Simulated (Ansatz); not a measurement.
# Cu2SnHgS4: single run (Ansatz)

Run with:

```bash
ansatz run input.yaml --threads 1 --pin off --max-ram 2560MiB --backend cpu --events-out ev --progress --plain --runs-dir out
```

Input:

```yaml
crystal:
  lattice:
    - [0.048626, 5.676175, -0.056812]
    - [5.66849, 0.048626, -0.020124]
    - [2.878141, 2.917687, -5.583454]
  atoms:
    - { symbol: Hg, position: [0.993019, 0.988305, 0.005208] }
    - { symbol: Sn, position: [0.513271, 0.507054, 0.997676] }
    - { symbol: Cu, position: [0.245456, 0.741348, 0.502278] }
    - { symbol: Cu, position: [0.760942, 0.257916, 0.490235] }
    - { symbol: S, position: [0.59929, 0.595705, 0.278537] }
    - { symbol: S, position: [0.391593, 0.872423, 0.728765] }
    - { symbol: S, position: [0.121947, 0.119846, 0.270102] }
    - { symbol: S, position: [0.881868, 0.412098, 0.7184] }
kpoints:
  mp_grid: { grid: [4, 4, 3], shift: [0.5, 0.5, 0.5] }
magnetization:
  spin_polarized: true
scf:
  occupations: { method: fermi_dirac }
hamiltonian:
  pseudopotentials: { kind: paw }
  xc: r2scan
basis:
  ecutwfc: 500
output:
  forces: true
  stress: true
  eigenvalues: true
```

Origin of the cell: a strained cell with displaced atoms, so it need not be a known compound.

The smearing width isn't typed, so it takes its default of 0.1 eV.

Output (shortened):

```
Pseudopotentials: kind: paw
Pseudopotential: Hg, paw, valence charge 20, recommended cutoff 500 eV (meta_gga), Hg.paw.azcp
Pseudopotential: Sn, paw, valence charge 14, recommended cutoff 500 eV (meta_gga), Sn.paw.azcp
Pseudopotential: Cu, paw, valence charge 19, recommended cutoff 500 eV (meta_gga), Cu.paw.azcp
Pseudopotential: S, paw, valence charge 6, recommended cutoff 500 eV (meta_gga), S.paw.azcp
Functional definition: r2SCAN
  exchange = r2scan_x(k0 = k0, k1 = k1, a1 = a1)
  correlation = r2scan_c
Crystal: 8 atoms, lattice volume = 178.379 Å³
Basis set: ecut = 500 eV, 4547 PW (Γ), exchange–correlation on 180×180×216 points (64 copies of the dense FFT grid, shifted against one another)
Bands: 58, of which v1, the nominal top of the filled ones, is band 48 counted from 1 (47 counted from 0)
[… 16 lines left out …]
Initial density: superposition of atomic densities (chi_scale 0.1, normalization cell, long waves kept (reshape's long-wave potential 0.01 eV rms))
Functional: x = r2scan, c = r2scan; τ floored in thin density (d = 2e-4 eV/Å³)
SCF iter   1: F=—  HF=-36755.224521 eV  Δρ=1.63e-2  dr2=2.16e0  dr2_τ=1.63e-2  dr2_m=0.00e0  M=0.000 μB ∫|m|=0.000 μB
SCF iter   2: F=—  HF=-36751.574047 eV  Δρ=5.85e-2  dr2=4.74e0  dr2_τ=3.25e-2  dr2_m=1.63e0  M=3.250 μB ∫|m|=3.273 μB
SCF iter   3: F=—  HF=-36754.642107 eV  Δρ=3.30e-2  dr2=9.28e-1  dr2_τ=2.34e-2  dr2_m=1.24e0  M=0.059 μB ∫|m|=0.498 μB  defer=92
SCF iter   4: F=—  HF=-36754.843153 eV  Δρ=2.31e-2  dr2=6.36e-1  dr2_τ=6.05e-3  dr2_m=6.95e-1  M=0.022 μB ∫|m|=0.314 μB  defer=77
SCF iter   5: F=—  HF=-36755.322719 eV  Δρ=1.73e-2  dr2=1.24e0  dr2_τ=2.04e-3  dr2_m=8.08e-4  M=-0.002 μB ∫|m|=0.046 μB  defer=77
SCF iter   6: F=—  HF=-36755.091825 eV  Δρ=1.63e-3  dr2=4.17e-2  dr2_τ=1.24e-4  dr2_m=0.00e0  M=0.000 μB ∫|m|=0.000 μB  defer=11
SCF iter   7: F=—  HF=-36755.092624 eV  Δρ=1.49e-3  dr2=2.42e-2  dr2_τ=5.36e-5  dr2_m=0.00e0  M=0.000 μB ∫|m|=0.000 μB  defer=12
SCF iter   8: F=—  HF=-36755.104223 eV  Δρ=2.98e-3  dr2=5.05e-2  dr2_τ=7.68e-5  dr2_m=0.00e0  M=0.000 μB ∫|m|=0.000 μB  defer=12  recentre
SCF iter   9: F=—  HF=-36755.094163 eV  Δρ=7.35e-4  dr2=8.37e-3  dr2_τ=1.55e-5  dr2_m=0.00e0  M=0.000 μB ∫|m|=0.000 μB  defer=12
SCF iter  10: F=—  HF=-36755.094987 eV  Δρ=1.15e-4  dr2=9.85e-5  dr2_τ=1.00e-6  dr2_m=0.00e0  M=0.000 μB ∫|m|=0.000 μB  defer=40
SCF iter  11: F=—  HF=-36755.094944 eV  Δρ=1.02e-4  dr2=5.33e-5  dr2_τ=1.65e-7  dr2_m=0.00e0  M=0.000 μB ∫|m|=0.000 μB  defer=40
SCF iter  12: F=—  HF=-36755.094983 eV  Δρ=1.67e-4  dr2=1.30e-4  dr2_τ=2.20e-7  dr2_m=0.00e0  M=0.000 μB ∫|m|=0.000 μB  defer=40  recentre
SCF iter  13: F=—  HF=-36755.094959 eV  Δρ=4.26e-5  dr2=1.16e-5  dr2_τ=3.63e-8  dr2_m=0.00e0  M=0.000 μB ∫|m|=0.000 μB  defer=40
SCF iter  14: F=—  HF=-36755.094959 eV  Δρ=1.14e-5  dr2=1.32e-6  dr2_τ=2.15e-9  dr2_m=0.00e0  M=0.000 μB ∫|m|=0.000 μB  defer=40
SCF iter  15: F=—  HF=-36755.094960 eV  Δρ=3.35e-6  dr2=1.70e-7  dr2_τ=5.34e-10  dr2_m=0.00e0  M=0.000 μB ∫|m|=0.000 μB  defer=40
SCF iter  16: F=-36755.094960 eV  HF=-36755.094960 eV  Δρ=1.84e-6  dr2=3.56e-8  dr2_τ=7.26e-11  dr2_m=0.00e0  M=0.000 μB ∫|m|=0.000 μB
SCF 1 converged in 16 iterations: F = -36755.094960 eV  dr2 = 3.56e-8
SCF converged after 16 iterations
Magnetization: 0.0000 μB (48.0000 up, 48.0000 down)
Absolute magnetization: 0.0000 μB (∫|ρ↑−ρ↓|)
Spin contamination: 0.0000 ħ² per cell (⟨S²⟩ above its minimum at these occupations)
Per-site moments (μB) at R_I (Å): [(0.0, 1.049809), (0.0, 0.988775), (0.0, 0.930088), (0.0, 0.957148), (0.0, 0.957970), (0.0, 0.996214), (0.0, 0.957148), (0.0, 0.930088)]
Free energy (F): -36755.094960 eV
Harris-Foulkes:  -36755.094960 eV  (|F-HF|=1.53e-8)
Internal energy: -36755.089290 eV  (E = F + TS)
E sigma→0 (E₀):  -36755.092125 eV
Entropy (-TS):   -0.005670 eV (-0.709 meV/atom)
Fermi energy:    8.191885 eV
--- Per-component energies (eV) ---
  E_band       = -1729.936650
  E_kinetic    = 1810.952273
  E_local      = -16504.159534  (includes V_loc(G=0)·N_el)
  E_nonlocal   = 968.362576
  E_hartree    = 7404.894070
  E_xc         = -1109.644172
  E_vxc        = -1010.269080  (∫ρ·V_xc dr)
  E_paw        = -19947.082827  (= ΣΔE_a)
  E_vpaw       = -1865.874902  (= ΣTr[D̂ρ^β])
  E_aug_tail   = 0.000681  (compensation charges beyond the density's cutoff)
  E_vtau       = 61.248947  (kinetic-family band-sum trace: ∫τ·v_τ [+ j·A + Jᵃ·Aᵃ] dr)
  E_ewald      = -9377.957467
  E_core_change = -0.454891  (= ΣΔE_core)
  E_smearing   = -0.005670  (= −TS)
  Σ components = -36755.094960   (vs F -36755.094960, Δ=0.00e0)
--- Forces (eV/Å), atoms counted from 1 ---
  atom   1  Hg     0.282993     0.043694     0.082079
  atom   2  Sn    -0.205988    -0.812572    -0.293382
  atom   3  Cu     0.269540     0.126242     0.103674
  atom   4  Cu    -0.089597    -0.003980    -0.141637
  atom   5  S      0.140781     0.017914    -0.353043
  atom   6  S      0.053220     0.201648     0.466352
  atom   7  S      0.281773     0.347453    -0.073491
  atom   8  S     -0.732723     0.079606     0.209446
  max |Σ_I F_I| component: 4.77e-6 eV/Å
--- Stress (GPa, compression-positive) ---
       -2.389710      -0.834027      -0.344306
       -0.834027      -2.446852       1.133193
       -0.344306       1.133193      -2.043643
  P = ⅓ Tr σ = -2.2934 GPa (-22.934 kbar)
```

Caveats: no spin-orbit coupling, though heavy elements are present; spin is on but no moment was typed.

The run took 110 s on 1 thread of Intel(R) Xeon(R) Platinum 8259CL CPU @ 2.50GHz (Skylake/Cascade Lake), with other jobs on the host, peak memory 1.2 GiB, from the program's own first density.
